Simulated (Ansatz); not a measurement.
**La3Tl: 30 steps of 3.0 fs from 1200 K**

These are results of DFT, LDA, all-electron LAPW, scalar-relativistic in Ansatz 0.2.0, not measurements.

Command: `ansatz run input.yaml --threads 2 --pin off --max-ram 6144MiB --backend cpu --events-out ev --progress --plain --runs-dir out` The run took 9 min on 2 threads of Intel(R) Xeon(R) Platinum 8559C (Emerald Rapids), on a shared host, peak memory 0.64 GiB.

```yaml
crystal:
  lattice:
    - [5.06, 0.0, 0.0]
    - [0.0, 5.06, 0.0]
    - [0.0, 0.0, 5.06]
  atoms:
    - { symbol: La, position: [0.0, 0.5, 0.5] }
    - { symbol: La, position: [0.5, 0.0, 0.5] }
    - { symbol: La, position: [0.5, 0.5, 0.0] }
    - { symbol: Tl, position: [0.0, 0.0, 0.0] }
kpoints:
  mp_grid: { grid: [4, 4, 4] }
scf:
  occupations: { method: fermi_dirac, width: 0.08 }
hamiltonian:
  xc: lda
  pseudopotentials: { kind: all_electron, lapw: { basis_error: 0.001 } }
output:
  forces: true
  stress: true
md:
  timestep: 3.0
  n_steps: 30
  ensemble: nve
  temperature: 1200
  initial_velocities: maxwell_boltzmann
  seed: 198120
```

No spin–orbit coupling, which matters for the heavy atoms here.

The cell comes from COD entry 1522573, which wasn't checked; take it as a given geometry.

Each frame lists Cartesian positions (Å) and forces (eV/Å). Free energies count from the first step, -1243283.2916 eV.

Step 0 (t = 0.0 fs): E = 0.0 meV, T = 1200 K, conserved energy 0.0 meV

```
La    0.0000    2.5300    2.5300     0.000   0.000   0.000
La    2.5300    0.0000    2.5300     0.000   0.000   0.000
La    2.5300    2.5300    0.0000     0.000   0.000   0.000
Tl    0.0000    0.0000    0.0000     0.000   0.000   0.000
```

Step 1 (t = 3.0 fs): E = +0.5 meV, T = 1199 K, conserved energy 0.0 meV

```
La   -0.0026    2.5278    2.5424     0.015  -0.007  -0.026
La    2.5430    0.0014    2.5288    -0.014   0.003  -0.022
La    2.5233    2.5386   -0.0082    -0.009  -0.010   0.039
Tl   -0.0026   -0.0053   -0.0020     0.008   0.014   0.009
```

Step 2 (t = 6.0 fs): E = +1.9 meV, T = 1195 K, conserved energy 0.0 meV

```
La   -0.0051    2.5255    2.5548     0.031  -0.013  -0.052
La    2.5560    0.0028    2.5276    -0.029   0.006  -0.044
La    2.5167    2.5472   -0.0164    -0.018  -0.020   0.077
Tl   -0.0052   -0.0106   -0.0041     0.016   0.028   0.018
```

Step 3 (t = 9.0 fs): E = +4.3 meV, T = 1189 K, conserved energy 0.0 meV

```
La   -0.0076    2.5233    2.5672     0.046  -0.020  -0.078
La    2.5690    0.0042    2.5263    -0.045   0.009  -0.064
La    2.5100    2.5558   -0.0246    -0.025  -0.031   0.115
Tl   -0.0077   -0.0158   -0.0061     0.025   0.042   0.028
```

Step 4 (t = 12.0 fs): E = +7.7 meV, T = 1180 K, conserved energy 0.0 meV

```
La   -0.0101    2.5210    2.5795     0.061  -0.025  -0.104
La    2.5820    0.0057    2.5250    -0.062   0.011  -0.084
La    2.5033    2.5644   -0.0326    -0.032  -0.042   0.152
Tl   -0.0103   -0.0211   -0.0081     0.033   0.056   0.037
```

Step 5 (t = 15.0 fs): E = +12.0 meV, T = 1169 K, conserved energy 0.0 meV

```
La   -0.0126    2.5187    2.5918     0.076  -0.030  -0.131
La    2.5949    0.0071    2.5236    -0.080   0.014  -0.103
La    2.4966    2.5729   -0.0406    -0.037  -0.054   0.187
Tl   -0.0128   -0.0263   -0.0101     0.041   0.070   0.047
```

Step 6 (t = 18.0 fs): E = +17.4 meV, T = 1155 K, conserved energy 0.0 meV

```
La   -0.0150    2.5164    2.6039     0.090  -0.034  -0.158
La    2.6078    0.0085    2.5222    -0.100   0.017  -0.121
La    2.4898    2.5814   -0.0485    -0.040  -0.068   0.222
Tl   -0.0154   -0.0315   -0.0120     0.049   0.085   0.057
```

Step 7 (t = 21.0 fs): E = +23.7 meV, T = 1139 K, conserved energy 0.0 meV

```
La   -0.0173    2.5141    2.6160     0.104  -0.037  -0.185
La    2.6206    0.0100    2.5207    -0.121   0.019  -0.138
La    2.4830    2.5899   -0.0562    -0.041  -0.082   0.256
Tl   -0.0179   -0.0367   -0.0140     0.058   0.100   0.067
```

Step 8 (t = 24.0 fs): E = +31.1 meV, T = 1120 K, conserved energy 0.0 meV

```
La   -0.0196    2.5118    2.6280     0.118  -0.040  -0.213
La    2.6333    0.0114    2.5192    -0.144   0.021  -0.153
La    2.4763    2.5983   -0.0637    -0.040  -0.097   0.289
Tl   -0.0204   -0.0418   -0.0159     0.066   0.115   0.077
```

Step 9 (t = 27.0 fs): E = +39.6 meV, T = 1098 K, conserved energy 0.0 meV

```
La   -0.0218    2.5094    2.6398     0.131  -0.041  -0.241
La    2.6460    0.0129    2.5175    -0.169   0.023  -0.167
La    2.4694    2.6067   -0.0711    -0.037  -0.114   0.320
Tl   -0.0228   -0.0469   -0.0178     0.074   0.131   0.088
```

Step 10 (t = 30.0 fs): E = +49.0 meV, T = 1074 K, conserved energy 0.0 meV

```
La   -0.0240    2.5070    2.6515     0.144  -0.042  -0.270
La    2.6585    0.0144    2.5157    -0.195   0.026  -0.180
La    2.4626    2.6150   -0.0783    -0.032  -0.131   0.351
Tl   -0.0252   -0.0519   -0.0196     0.083   0.147   0.099
```

Step 11 (t = 33.0 fs): E = +59.3 meV, T = 1048 K, conserved energy 0.0 meV

```
La   -0.0260    2.5046    2.6630     0.156  -0.042  -0.298
La    2.6709    0.0159    2.5138    -0.222   0.027  -0.192
La    2.4557    2.6232   -0.0853    -0.025  -0.149   0.380
Tl   -0.0276   -0.0568   -0.0214     0.091   0.163   0.111
```

Step 12 (t = 36.0 fs): E = +70.6 meV, T = 1018 K, conserved energy 0.0 meV

```
La   -0.0280    2.5021    2.6743     0.167  -0.041  -0.326
La    2.6832    0.0174    2.5118    -0.250   0.029  -0.203
La    2.4489    2.6313   -0.0920    -0.017  -0.168   0.408
Tl   -0.0300   -0.0617   -0.0232     0.100   0.180   0.122
```

Step 13 (t = 39.0 fs): E = +82.7 meV, T = 987 K, conserved energy 0.0 meV

```
La   -0.0298    2.4997    2.6854     0.178  -0.040  -0.355
La    2.6953    0.0189    2.5097    -0.279   0.031  -0.213
La    2.4420    2.6393   -0.0985    -0.007  -0.188   0.434
Tl   -0.0323   -0.0665   -0.0249     0.108   0.197   0.134
```

Step 14 (t = 42.0 fs): E = +95.7 meV, T = 954 K, conserved energy 0.0 meV

```
La   -0.0315    2.4972    2.6963     0.188  -0.039  -0.383
La    2.7073    0.0205    2.5074    -0.309   0.033  -0.223
La    2.4351    2.6472   -0.1047     0.005  -0.208   0.459
Tl   -0.0346   -0.0713   -0.0265     0.116   0.214   0.146
```

Step 15 (t = 45.0 fs): E = +109.5 meV, T = 918 K, conserved energy 0.0 meV

```
La   -0.0331    2.4947    2.7070     0.197  -0.037  -0.410
La    2.7190    0.0221    2.5050    -0.339   0.034  -0.230
La    2.4282    2.6549   -0.1106     0.018  -0.229   0.483
Tl   -0.0368   -0.0759   -0.0281     0.124   0.232   0.158
```

Step 16 (t = 48.0 fs): E = +123.9 meV, T = 881 K, conserved energy 0.0 meV

```
La   -0.0346    2.4921    2.7174     0.205  -0.035  -0.438
La    2.7306    0.0237    2.5024    -0.369   0.036  -0.237
La    2.4213    2.6626   -0.1162     0.032  -0.250   0.505
Tl   -0.0389   -0.0804   -0.0297     0.132   0.250   0.170
```

Step 17 (t = 51.0 fs): E = +138.9 meV, T = 842 K, conserved energy 0.0 meV

```
La   -0.0360    2.4895    2.7275     0.213  -0.033  -0.464
La    2.7419    0.0253    2.4997    -0.399   0.037  -0.243
La    2.4145    2.6700   -0.1215     0.047  -0.272   0.526
Tl   -0.0410   -0.0849   -0.0311     0.140   0.267   0.182
```

Step 18 (t = 54.0 fs): E = +154.6 meV, T = 802 K, conserved energy 0.0 meV

```
La   -0.0372    2.4870    2.7373     0.219  -0.030  -0.491
La    2.7530    0.0269    2.4969    -0.429   0.039  -0.247
La    2.4076    2.6773   -0.1264     0.063  -0.293   0.544
Tl   -0.0431   -0.0892   -0.0325     0.147   0.285   0.193
```

Step 19 (t = 57.0 fs):

```
La   -0.0383    2.4844    2.7469
La    2.7638    0.0286    2.4939
La    2.4008    2.6844   -0.1311
Tl   -0.0451   -0.0934   -0.0338
```

Step 20 (t = 60.0 fs): E = +186.8 meV, T = 719 K, conserved energy 0.0 meV

```
La   -0.0393    2.4817    2.7561     0.230  -0.024  -0.541
La    2.7743    0.0303    2.4907    -0.489   0.041  -0.252
La    2.3941    2.6913   -0.1353     0.098  -0.337   0.577
Tl   -0.0470   -0.0974   -0.0350     0.161   0.320   0.215
```

Step 21 (t = 63.0 fs): E = +203.2 meV, T = 677 K, conserved energy 0.0 meV

```
La   -0.0401    2.4791    2.7649     0.234  -0.021  -0.565
La    2.7845    0.0320    2.4874    -0.518   0.042  -0.251
La    2.3874    2.6980   -0.1392     0.117  -0.358   0.591
Tl   -0.0488   -0.1014   -0.0361     0.167   0.337   0.225
```

Step 22 (t = 66.0 fs): E = +219.7 meV, T = 634 K, conserved energy 0.0 meV

```
La   -0.0407    2.4764    2.7735     0.238  -0.017  -0.589
La    2.7944    0.0338    2.4839    -0.547   0.043  -0.250
La    2.3808    2.7045   -0.1428     0.136  -0.380   0.604
Tl   -0.0506   -0.1051   -0.0371     0.173   0.354   0.235
```

Step 23 (t = 69.0 fs): E = +236.2 meV, T = 592 K, conserved energy +0.1 meV

```
La   -0.0412    2.4738    2.7816     0.241  -0.014  -0.611
La    2.8039    0.0355    2.4802    -0.575   0.043  -0.246
La    2.3743    2.7107   -0.1459     0.156  -0.401   0.614
Tl   -0.0523   -0.1088   -0.0380     0.178   0.371   0.243
```

Step 24 (t = 72.0 fs): E = +252.6 meV, T = 550 K, conserved energy +0.1 meV

```
La   -0.0416    2.4711    2.7894     0.242  -0.009  -0.633
La    2.8131    0.0373    2.4765    -0.602   0.044  -0.241
La    2.3679    2.7167   -0.1487     0.177  -0.422   0.623
Tl   -0.0539   -0.1123   -0.0388     0.183   0.387   0.251
```

Step 25 (t = 75.0 fs): E = +268.7 meV, T = 508 K, conserved energy +0.1 meV

```
La   -0.0418    2.4684    2.7967     0.244  -0.005  -0.653
La    2.8219    0.0392    2.4725    -0.629   0.044  -0.234
La    2.3616    2.7225   -0.1511     0.198  -0.442   0.631
Tl   -0.0555   -0.1156   -0.0395     0.187   0.403   0.257
```

Step 26 (t = 78.0 fs): E = +284.4 meV, T = 468 K, conserved energy +0.1 meV

```
La   -0.0419    2.4658    2.8037     0.244   0.000  -0.672
La    2.8303    0.0410    2.4684    -0.654   0.044  -0.225
La    2.3554    2.7279   -0.1531     0.219  -0.462   0.636
Tl   -0.0570   -0.1187   -0.0401     0.191   0.418   0.262
```

Step 27 (t = 81.0 fs): E = +299.6 meV, T = 428 K, conserved energy +0.1 meV

```
La   -0.0418    2.4631    2.8102     0.243   0.005  -0.690
La    2.8383    0.0429    2.4642    -0.678   0.043  -0.215
La    2.3493    2.7331   -0.1547     0.241  -0.481   0.640
Tl   -0.0583   -0.1217   -0.0406     0.194   0.432   0.265
```

Step 28 (t = 84.0 fs): E = +314.3 meV, T = 391 K, conserved energy +0.1 meV

```
La   -0.0415    2.4604    2.8164     0.242   0.011  -0.707
La    2.8459    0.0448    2.4598    -0.701   0.042  -0.203
La    2.3434    2.7379   -0.1559     0.263  -0.499   0.643
Tl   -0.0597   -0.1245   -0.0410     0.197   0.446   0.267
```

Step 29 (t = 87.0 fs): E = +328.5 meV, T = 355 K, conserved energy +0.1 meV

```
La   -0.0411    2.4577    2.8220     0.240   0.018  -0.722
La    2.8530    0.0467    2.4553    -0.723   0.040  -0.190
La    2.3377    2.7425   -0.1567     0.284  -0.517   0.644
Tl   -0.0609   -0.1271   -0.0412     0.199   0.459   0.268
```

Step 30 (t = 90.0 fs): E = +341.7 meV, T = 320 K, conserved energy +0.1 meV

```
La   -0.0406    2.4551    2.8272     0.237   0.024  -0.736
La    2.8597    0.0487    2.4507    -0.744   0.039  -0.175
La    2.3321    2.7467   -0.1571     0.306  -0.534   0.644
Tl   -0.0620   -0.1294   -0.0414     0.201   0.471   0.267
```

(1) Give the energy and forces of step 19.

(2) What is the mean temperature over the last 16 frames?

Answers

(1) E = +170.5 meV, T = 761 K, conserved energy 0.0 meV
```
La   -0.0383    2.4844    2.7469     0.225  -0.027  -0.516
La    2.7638    0.0286    2.4939    -0.459   0.040  -0.250
La    2.4008    2.6844   -0.1311     0.080  -0.315   0.562
Tl   -0.0451   -0.0934   -0.0338     0.154   0.303   0.205
```

(2) 615 K; so short a run of so small a cell isn't equilibrated.
